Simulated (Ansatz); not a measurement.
## How long does this Ansatz run take?

```yaml
crystal:
  lattice:
    - [0.0, 4.982, 6.963]
    - [4.982, 0.0, 6.963]
    - [4.982, 4.982, 0.0]
  atoms:
    - { symbol: Si, position: [0.0, 0.0, 0.29897] }
    - { symbol: Si, position: [0.5, 0.5, 0.79897] }
    - { symbol: Si, position: [0.42397, 0.82603, 0.375] }
    - { symbol: Si, position: [0.92397, 0.32603, 0.875] }
    - { symbol: Si, position: [0.25, 0.25, 0.45103] }
    - { symbol: Si, position: [0.75, 0.75, 0.95103] }
    - { symbol: Si, position: [0.07603, 0.67397, 0.125] }
    - { symbol: Si, position: [0.57603, 0.17397, 0.625] }
    - { symbol: Cl, position: [0.020855, 0.157275, 0.082615] }
    - { symbol: O, position: [0.520855, 0.657275, 0.582615] }
    - { symbol: O, position: [0.385745, 0.042385, 0.354145] }
    - { symbol: O, position: [0.885745, 0.542385, 0.854145] }
    - { symbol: O, position: [0.407275, 0.270855, 0.489255] }
    - { symbol: O, position: [0.907275, 0.770855, 0.989255] }
    - { symbol: O, position: [0.292385, 0.635745, 0.967725] }
    - { symbol: O, position: [0.792385, 0.135745, 0.467725] }
    - { symbol: O, position: [0.114255, 0.457615, 0.282275] }
    - { symbol: O, position: [0.614255, 0.957615, 0.782275] }
    - { symbol: O, position: [0.092725, 0.229145, 0.667385] }
    - { symbol: O, position: [0.592725, 0.729145, 0.167385] }
    - { symbol: O, position: [0.207615, 0.864255, 0.395855] }
    - { symbol: O, position: [0.707615, 0.364255, 0.895855] }
    - { symbol: O, position: [0.479145, 0.342725, 0.760745] }
    - { symbol: O, position: [0.979145, 0.842725, 0.260745] }
total_charge: 1
kpoints:
  mp_grid: { grid: [3, 3, 3] }
scf:
  occupations: { method: fermi_dirac, width: 0.01 }
hamiltonian:
  xc: pbe
  pseudopotentials: { kind: paw }
output:
  forces: true
  stress: true
  populations: true
  efg:
    quadrupole_moments_barn: { Cl: -0.08112, O: -0.02558 }
    contact_densities: true
```

```sh
ansatz run input.yaml --threads 1 --pin off --max-ram 3072MiB --backend cpu --events-out ev --progress --plain --runs-dir out
```

It runs on 1 thread of Arm Neoverse V1 (aarch64; 8 cores open to the job, memory cap 3.0 GiB, no GPU), a shared host with a load of 0.4 a core.

**Question.** How much time and memory should be set aside?

**Answer.** About 93 s of wall time (93 s of CPU time) and 0.7 GiB. The run holds 128 valence electrons in 88 bands, about 6755 plane waves a k-point and 14 irreducible k-points, and took 9 SCF iterations. Times on a shared host vary by tens of per cent.
